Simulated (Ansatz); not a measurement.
# Eigenvalues along a path: RhN (CsCl type)

```
CELL_PARAMETERS angstrom
2.03425 0.00000 0.00000
0.00000 2.03425 0.00000
0.00000 0.00000 2.03425
ATOMIC_POSITIONS crystal
Rh 0.00000 0.00000 0.00000
N 0.50000 0.50000 0.50000
```

The cell comes from a relaxation on PAW files under the same functional, begun from a prototype that needn't be the stable phase.

Level of theory: DFT with LDA, scalar-relativistic, in Ansatz 0.2.0; a Γ-centred 15×15×15 k mesh, Fermi–Dirac smearing of 0.1 eV, no spin polarisation. LAPW: all electrons, basis error target 1 meV/atom.

This run: volume at 0.45 of the series' base cell.

The structure type is held throughout; the real material can change phase at far lower pressure.

Path points, in fractions of the reciprocal vectors: Γ (0.000, 0.000, 0.000), X (0.000, 0.500, 0.000), M (0.500, 0.500, 0.000), R (0.500, 0.500, 0.500). The distance column jumps between branches of the path. Levels in eV from the Fermi level; bands 15 to 24, counted from the lowest band of the run. The gap is zero, the pressure 1580 GPa.

```
# k(1/Å) point b15 b16 b17 b18 b19 b20 b21 b22 b23 b24
0.000 Γ -28.70 -18.26 -18.26 -6.61 -6.61 -6.61 -2.91 -2.91 -2.91 18.94
0.193 - -28.49 -18.19 -18.01 -7.36 -7.36 -6.78 -2.87 -2.21 -2.21 19.04
0.386 - -27.91 -17.98 -17.35 -8.82 -8.82 -7.14 -2.77 -0.87 -0.87 16.05
0.579 - -27.08 -17.66 -16.65 -10.38 -10.38 -7.24 -2.60 0.56 0.56 13.09
0.772 - -26.09 -17.25 -16.48 -11.83 -11.83 -6.47 -2.41 1.92 1.92 10.48
0.965 - -24.98 -17.10 -16.80 -13.05 -13.05 -4.68 -2.20 3.17 3.17 8.31
1.158 - -23.76 -18.23 -16.40 -13.97 -13.97 -2.37 -2.02 4.24 4.24 6.67
1.351 - -22.47 -19.57 -16.11 -14.55 -14.55 -1.90 -0.31 4.99 4.99 5.63
1.544 X -21.40 -20.68 -16.00 -14.74 -14.74 -1.86 0.56 5.26 5.26 5.27
1.737 - -21.80 -20.42 -15.75 -14.62 -14.61 -2.24 0.45 4.87 5.00 5.93
1.930 - -22.84 -19.74 -14.98 -14.32 -14.28 -3.22 0.16 3.78 4.50 7.55
2.123 - -24.20 -18.82 -13.97 -13.78 -13.71 -4.50 -0.21 2.20 3.81 9.96
2.317 - -25.60 -17.79 -13.63 -12.91 -12.46 -5.82 -0.42 0.36 3.04 12.85
2.510 - -26.87 -16.69 -13.32 -11.91 -11.54 -6.99 -1.60 -0.11 2.30 15.80
2.703 - -27.87 -15.52 -13.07 -11.42 -10.73 -7.89 -3.52 0.85 1.70 16.61
2.896 - -28.51 -14.31 -12.91 -12.03 -9.46 -8.46 -5.26 1.31 1.96 17.88
3.089 M -28.73 -13.33 -12.85 -12.85 -8.65 -8.65 -6.22 1.17 2.46 20.14
3.362 - -28.30 -14.87 -12.84 -11.75 -9.81 -8.48 -4.53 1.43 1.48 16.31
3.635 - -27.12 -16.68 -12.85 -11.22 -11.10 -7.99 -1.75 -0.77 1.97 13.41
3.908 - -25.67 -18.07 -13.09 -11.76 -11.60 -7.20 -3.21 0.97 2.19 12.28
4.181 - -25.05 -18.18 -13.84 -12.54 -11.72 -6.19 -5.10 1.80 2.76 12.74
4.454 - -25.86 -17.30 -15.18 -12.79 -10.98 -6.12 -5.07 1.00 2.73 13.96
4.727 - -27.19 -17.47 -16.69 -10.92 -9.63 -6.50 -4.00 -0.19 0.99 15.89
5.000 - -28.28 -18.03 -17.84 -8.22 -7.85 -6.59 -3.21 -1.76 -1.41 18.72
5.273 Γ -28.70 -18.26 -18.26 -6.61 -6.61 -6.61 -2.91 -2.91 -2.91 18.94
5.607 - -28.08 -17.77 -17.77 -8.99 -7.44 -7.44 -2.41 -2.41 -0.61 19.21
5.941 - -26.56 -16.51 -16.51 -11.81 -9.42 -9.42 -1.15 -1.15 1.72 17.74
6.276 - -25.14 -15.70 -15.70 -12.92 -10.88 -10.88 0.59 0.59 1.52 16.65
6.610 - -24.84 -17.52 -17.52 -11.59 -9.20 -9.20 -1.51 2.53 2.53 15.49
6.945 - -25.20 -20.12 -20.12 -10.58 -5.94 -5.94 -3.41 4.35 4.35 15.60
7.279 - -25.26 -22.28 -22.28 -13.74 -2.22 -2.22 0.08 5.85 5.85 15.78
7.613 - -24.71 -23.68 -23.68 -17.23 1.29 1.29 4.90 6.99 6.99 15.10
7.948 R -24.15 -24.15 -24.15 -18.85 2.99 2.99 7.65 7.65 7.65 14.04
8.221 - -24.64 -23.92 -23.66 -17.74 1.37 2.27 6.14 6.33 7.55 15.09
8.494 - -25.35 -23.23 -22.27 -15.18 -1.93 -0.15 3.17 4.53 7.26 16.68
8.767 - -25.66 -22.11 -20.24 -11.99 -5.49 -3.52 -0.05 3.25 6.83 17.86
9.040 - -25.42 -20.60 -18.29 -9.00 -8.84 -6.26 -2.67 2.19 6.34 18.57
9.313 - -24.65 -18.81 -17.76 -11.76 -8.96 -6.75 -2.04 1.31 5.87 14.03
9.586 - -23.45 -18.88 -16.94 -14.03 -11.37 -4.87 0.69 1.16 5.48 9.64
9.859 - -22.11 -20.17 -15.50 -15.38 -13.69 -2.68 0.46 4.05 5.23 6.54
10.132 X -21.40 -20.68 -16.00 -14.74 -14.74 -1.86 0.56 5.26 5.26 5.27
12.316 R -24.15 -24.15 -24.15 -18.85 2.99 2.99 7.65 7.65 7.65 14.04
12.509 - -24.55 -23.91 -23.91 -18.28 1.84 2.97 6.87 6.87 7.54 14.72
12.702 - -25.40 -23.17 -23.17 -16.88 -0.76 2.91 5.09 5.09 7.21 16.17
12.895 - -26.32 -21.99 -21.99 -15.05 -3.82 2.82 2.87 2.87 6.62 17.71
13.088 - -27.15 -20.41 -20.41 -13.01 -6.81 0.43 0.43 2.72 5.74 19.00
13.281 - -27.83 -18.49 -18.49 -10.86 -9.45 -2.15 -2.15 2.62 4.56 19.67
13.474 - -28.33 -16.33 -16.33 -11.53 -8.75 -4.79 -4.79 2.53 3.16 19.97
13.667 - -28.63 -14.14 -14.14 -12.87 -7.26 -7.26 -6.99 1.81 2.48 20.10
13.860 M -28.73 -13.33 -12.85 -12.85 -8.65 -8.65 -6.22 1.17 2.46 20.14
```
